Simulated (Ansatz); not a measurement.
Input and command of a calculation in Ansatz (plane waves; scalar-relativistic PAW potentials unless the input names others):

```yaml
crystal:
  lattice:
    - [4.5838879184, 0.0, 0.0]
    - [0.0, 4.5838879184, 0.0]
    - [0.0, 0.0, 5.9879522197]
  atoms:
    - { symbol: Ga, position: [0.0, 0.0, 0.0571110474] }
    - { symbol: P, position: [0.5, 0.5, 0.5827275252] }
    - { symbol: Se, position: [0.5, 0.5, 0.947056495] }
    - { symbol: Se, position: [0.0, 0.5, 0.4365524662] }
    - { symbol: Se, position: [0.5, 0.0, 0.4365524662] }
basis:
  ecutwfc: "44.1 Ry"
kpoints:
  mp_grid: { grid: [8, 8, 6] }
hamiltonian:
  xc: pbe
scf:
  occupations: { method: gaussian, width: 0.1 }
  initial_density: { chi_scale: 0.0 }
output:
  forces: true
  eigenvalues: true
  stress: true
```

```bash
ansatz run input.yaml --threads 1 --pin off --max-ram 2560MiB --backend cpu --events-out ev --progress --plain --runs-dir out
```

Abridged log:
```
Basis set: ecut = 600.01106672 eV, 4187 PW (Γ), exchange–correlation on 80×80×96 points (8 copies of the dense FFT grid, shifted against one another)
Bands: 40, of which v1, the nominal top of the filled ones, is band 33 counted from 1 (32 counted from 0)
Symmetry: 8 space group operations
k-points: 60 of 384 (time reversal used)
SCF iter   1: F=—  HF=-20945.722029 eV  |F-HF|=—  |Δ(HF+E_count)|=         —  Δρ=2.37e-2  dr2=8.67e-1  ethr=3.10e-3  ⟨swp⟩=6.3  Hψ=9865  notcnv=0
SCF iter   2: F=—  HF=-20945.538570 eV  |F-HF|=—  |Δ(HF+E_count)|=   1.83e-1  Δρ=7.13e-3  dr2=9.68e-2  ethr=1.31e-3  ⟨swp⟩=3.0  Hψ=4015  notcnv=0  defer=125
SCF iter   3: F=—  HF=-20945.523387 eV  |F-HF|=—  |Δ(HF+E_count)|=   1.52e-2  Δρ=2.26e-3  dr2=1.24e-2  ethr=1.47e-4  ⟨swp⟩=2.3  Hψ=3978  notcnv=0  defer=125
SCF iter   4: F=—  HF=-20945.517948 eV  |F-HF|=—  |Δ(HF+E_count)|=   5.44e-3  Δρ=9.49e-4  dr2=1.22e-3  ethr=1.88e-5  ⟨swp⟩=2.7  Hψ=3819  notcnv=0  defer=125
SCF iter   5: F=—  HF=-20945.517680 eV  |F-HF|=—  |Δ(HF+E_count)|=   2.68e-4  Δρ=3.25e-4  dr2=3.17e-4  ethr=1.84e-6  ⟨swp⟩=2.5  Hψ=3369  notcnv=0  defer=125
SCF iter   6: F=—  HF=-20945.517579 eV  |F-HF|=—  |Δ(HF+E_count)|=   1.01e-4  Δρ=1.08e-4  dr2=3.04e-5  ethr=4.80e-7  ⟨swp⟩=2.0  Hψ=3649  notcnv=0  defer=125
SCF iter   7: F=—  HF=-20945.517575 eV  |F-HF|=—  |Δ(HF+E_count)|=   3.83e-6  Δρ=2.83e-5  dr2=2.61e-6  ethr=4.60e-8  ⟨swp⟩=2.0  Hψ=2821  notcnv=0  defer=125
SCF iter   8: F=-20945.517575 eV  HF=-20945.517575 eV  |F-HF|=1.34e-8  |Δ(HF+E_count)|=   3.47e-7  Δρ=5.71e-6  dr2=3.55e-8  ethr=1.52e-10  ⟨swp⟩=9.9  Hψ=12738  notcnv=0
SCF 1 converged in 8 iterations: F = -20945.517575 eV  dr2 = 3.55e-8
SCF converged after 8 iterations
Free energy (F): -20945.517575 eV
Harris-Foulkes:  -20945.517575 eV  (|F-HF|=1.34e-8)
Internal energy: -20945.502944 eV  (E = F + TS)
E sigma→0 (E₀):  -20945.510259 eV
Entropy (-TS):   -0.014631 eV (-2.926 meV/atom)
Fermi energy:    6.591101 eV
--- Forces (eV/Å), atoms counted from 1 ---
  atom   1  Ga     0.00000000     0.00000000     0.00035500
  atom   2  P      0.00000000     0.00000000    -0.00040114
  atom   3  Se     0.00000000     0.00000000     0.00053470
  atom   4  Se     0.00000000     0.00000000    -0.00022748
  atom   5  Se     0.00000000     0.00000000    -0.00022748
--- Stress (GPa, compression-positive) ---
       -0.001986       0.000000       0.000000
        0.000000      -0.001986       0.000000
        0.000000       0.000000       0.007232
  P = ⅓ Tr σ = 0.0011 GPa (0.011 kbar)
```

Apart from outputs, empty bands and the relaxation, which only the reference makes, the input differs from a reference run on usual settings in basis.ecutwfc: 420 → "44.1 Ry"; scf.initial_density.chi_scale: not typed → 0.0. The reference, at the same geometry, ended its own course with pressure 0.00 GPa, largest force 0.001 eV/Å, no gap on the mesh. This run converged in 8 SCF iterations with an energy at zero smearing 0.60 meV/atom below the reference's, pressure 0.00 GPa, largest force 0.001 eV/Å, no gap on the mesh.

It took 26 s on 1 thread of Intel(R) Xeon(R) Platinum 8488C (Sapphire Rapids) (shared host), peak memory 0.68 GiB.